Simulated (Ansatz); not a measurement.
ScAl (CsCl type, space group No. 221) at seven volumes, PBEsol in the plane-wave PAW code Ansatz, scaled uniformly. One row is withheld.

```
V (Å³/atom)  P (GPa)
-----------  -------
17.019          9.33
17.580          5.75
18.141             ?
18.702          0.00
19.263         -2.25
19.824         -4.19
20.385         -5.90
```

Question: Fit the shown pressures and predict the withheld one.

Answer: P = (3/2)B₀(x^(7/2) − x^(5/2))[1 + (3/4)(B′ − 4)(x − 1)] with x = (V₀/V)^(2/3). Least squares on the six rows gives V₀ = 18.706 Å³/atom, B₀ = 81.5 GPa, B′ = 4.05. At V = 18.141, x = 1.0207 and P = 2.66 GPa. The run itself gave 2.67 GPa.

Space group Pm-3m (CsCl type). The workflow started from a Materials Project entry (that database holds measured and hypothetical structures alike); the Crystallography Open Database copy checked does not list it. With Sc and Al taken as one species the cell has the higher symmetry Im-3m, so it may be an ordered model of a mixed-site phase. Its standing as an ambient phase is unchecked. The cell was relaxed with PBEsol under the symmetry of its start; of distortions, only those at the zone centre were tested. The run is not spin-polarised.

Potentials: the later of the program's two PAW sets.
